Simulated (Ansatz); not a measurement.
One starting cell of Ru (a generated trial cell of Ru in the hcp structure type) was relaxed twice with Ansatz (plane waves, PAW, scalar-relativistic): with r2SCAN at 500 eV and with PBE at 420 eV. The r2SCAN result:

```
Ru
1.0
    2.70457     0.00000     0.00000
   -1.35229     2.34223     0.00000
    0.00000     0.00000     4.26015
Ru
2
Direct
  0.33333   0.66667   0.75000
  0.66667   0.33333   0.25000
```

```csv
quantity,r2SCAN,PBE
space group,P6₃/mmc,P6₃/mmc
volume (Å³/atom),13.49,___
a (Å),2.705,___
c (Å),4.260,___
"gap (eV, no spin-orbit coupling)",0.00,___
```

### Question
Fill in the PBE column.

### Answer

- volume (Å³/atom), PBE: 13.77
- a (Å), PBE: 2.722
- c (Å), PBE: 4.291
- gap (eV, no spin-orbit coupling), PBE: 0.00

Both levels end in the same structure; PBE's volume is 2.0 % larger. Neither column is exact.

No spin polarisation in the result.

The run could not lose the symmetry of its start; a randomly shaken copy of 2 atoms returns to this structure.

All atoms sit on sites fixed by symmetry, so only the cell could relax.

Ansatz is an electronic-structure program.
